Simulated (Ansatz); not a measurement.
Si:
```
Si
1.0
    0.00000     5.90813     5.90813
    5.90813     0.00000     5.90813
    5.90813     5.90813     0.00000
Si
8
Direct
  0.57033   0.28902   0.57033
  0.96098   0.67967   0.67967
  0.57033   0.57033   0.28902
  0.67967   0.96098   0.67967
  0.57033   0.57033   0.57033
  0.67967   0.67967   0.67967
  0.28902   0.57033   0.57033
  0.67967   0.67967   0.96098
```

Relaxed with PBEsol. Special points in fractions of this cell's reciprocal vectors: Γ (0.000, 0.000, 0.000); X (0.500, 0.000, 0.500); U (0.625, 0.250, 0.625); K (0.375, 0.375, 0.750); L (0.500, 0.500, 0.500); W (0.500, 0.250, 0.750).

Task: List the band energies nearest the Fermi level at these points for PBEsol (plane waves, PAW; program Ansatz).

Result: In eV from the Fermi level; about four levels below and three above (degenerate sets whole), none deeper than 8.9 eV; points with the same levels are listed once.

```tsv
k	below	above
Γ	-2.31 -2.31 -0.02 -0.02 -0.02	0.12 0.12 0.92 0.92 0.92
X	-1.59 -1.59 -1.44 -1.44	0.50 0.50 1.15 1.15
U	-1.66 -1.66 -1.46 -1.24	0.47 0.50 0.87
L	-1.99 -1.99 -0.77 -0.77	0.28 0.28 0.47
W	-1.55 -1.55 -1.47 -1.47	0.47 0.47 1.23 1.23
```

Space group Fd-3m. The start of the workflow was typed in or built on a structure type. Its sites differ from those of the usual phase in this space group: another stacking or structure type. Symmetry was held in the PBEsol relaxation. At this level the phase is mechanically unstable. The volume moved by 42 % from the start of the relaxation. The Fermi level of a semimetal is unsure by some 0.05 eV on such meshes.

Potentials: the later of the program's two PAW sets.
